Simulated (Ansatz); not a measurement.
# MoS₂: experiment and calculation

**The experiment to reproduce.**

“Pressure coefficients for direct optical transitions in MoS2, MoSe2, WS2, and WSe2 crystals and semiconductor to metal transitions”, 2016, pmc:4877596 quotes, for a bulk crystal of MoS2: lattice constant c 12.32 Å.

How close the calculation comes is told at the end.

These are results of DFT PBE, scalar-relativistic, plane waves, PAW in Ansatz, not measurements.

Plane waves to 420 eV, a k mesh through Γ of 12×12×2 on the computed 6-atom cell and Gaussian smearing (0.02 eV); no spin polarisation.

Relaxed structure:

Space group P6_3/mmc (No. 194). a = 3.185 Å, b = 3.185 Å, c = 14.651 Å, α = 90.00°, β = 90.00°, γ = 120.00°
| atom | site | symmetry | x | y | z |
| --- | --- | --- | --- | --- | --- |
| Mo | 2c | -6m2 | 0.3333 | 0.6667 | 0.2500 |
| S | 4f | 3m. | 0.3333 | 0.6667 | 0.6433 |

| Property | Result |
| --- | --- |
| Space group | P6_3/mmc (No. 194) |
| Volume per atom | 21.45 Å³ |
| Formation energy from the elements' standard states (uncorrected) | -0.893 eV/atom |
| Kohn–Sham band gap | 1.43 eV |
| Orbital (Löwdin) character of the top 1 eV of the valence band | Mo 4d 67 %, S 3p 29 % |
| Orbital (Löwdin) character of the lowest 1 eV of the conduction band | Mo 4d 63 %, S 3p 32 % |
| Bader charge by site (e) | Mo (2 in the cell) 1.24, S (4 in the cell) -0.62 |

The cell holds layers, chains or molecules and no dispersion correction was added, so their binding is poorly described.

A magnetic start lost its moments in a first run, so spin was left out; other magnetic orders weren't tried.

Against the measured lattice constant c of MoS2, 12.32 Å (quoted in “Pressure coefficients for direct optical transitions in MoS2, MoSe2, WS2, and WSe2 crystals and semiconductor to metal transitions”, 2016, pmc:4877596), the calculated 14.651 Å is off by +18.9 %. The calculation is for 0 K without zero-point motion.

It was relaxed from a cell as deposited in COD. Kohn–Sham gaps at this level usually fall short of measured ones. Löwdin shares on free-atom orbitals overweight diffuse shells in the empty bands.
